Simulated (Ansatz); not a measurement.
Relaxed candidate structures of KI:

A. Fm-3m (No. 225), cF8, rock salt type; a = 7.0928 Å, b = 7.0928 Å, c = 7.0928 Å, α = 90.00°, β = 90.00°, γ = 90.00°; I 4a (0.000, 0.000, 0.000); K 4b (0.500, 0.500, 0.500)

B. F-43m (No. 216), cF8, zinc blende type; a = 7.931 Å, b = 7.931 Å, c = 7.931 Å, α = 90.00°, β = 90.00°, γ = 90.00°; I 4c (0.250, 0.250, 0.250); K 4a (0.000, 0.000, 0.000)

C. P6₃/mmc (No. 194), hP4, NiAs type; a = b = 4.904 Å, c = 8.585 Å, α = β = 90.00°, γ = 120.00°; K 2a (0.000, 0.000, 0.000); I 2c (0.333, 0.667, 0.250)

D. Pm-3m (No. 221), cP2, CsCl type; a = b = c = 4.2919 Å, α = β = γ = 90.00°; K 1a (0.000, 0.000, 0.000); I 1b (0.500, 0.500, 0.500)

Task: Rank these by energy per atom (lowest first), as r2SCAN (plane waves to 500 eV, PAW, scalar-relativistic; Ansatz, a program for electronic structure) gives it.

Result: A (reference, the lowest of the structures calculated here), C (+21 meV/atom), D (+60 meV/atom), B (+136 meV/atom)

Task: Give each candidate's band gap.

Result: No candidate is metallic. A: 4.58 eV (no spin-orbit coupling); B: 4.47 eV (no spin-orbit coupling); C: 4.50 eV (no spin-orbit coupling); D: 4.04 eV (no spin-orbit coupling).

Each run could gain symmetry but not lose that of its start, so entries can be saddle points. From databases, or of a type measured for this composition: Fm-3m, cF8, rock salt type; the others are generated cells (placed on structure types, drawn at random, substituted or restacked) that were not matched to a known phase here. Static energies at zero pressure. The runs use different k-meshes, so differences are rounded accordingly. No spin polarisation in the result.
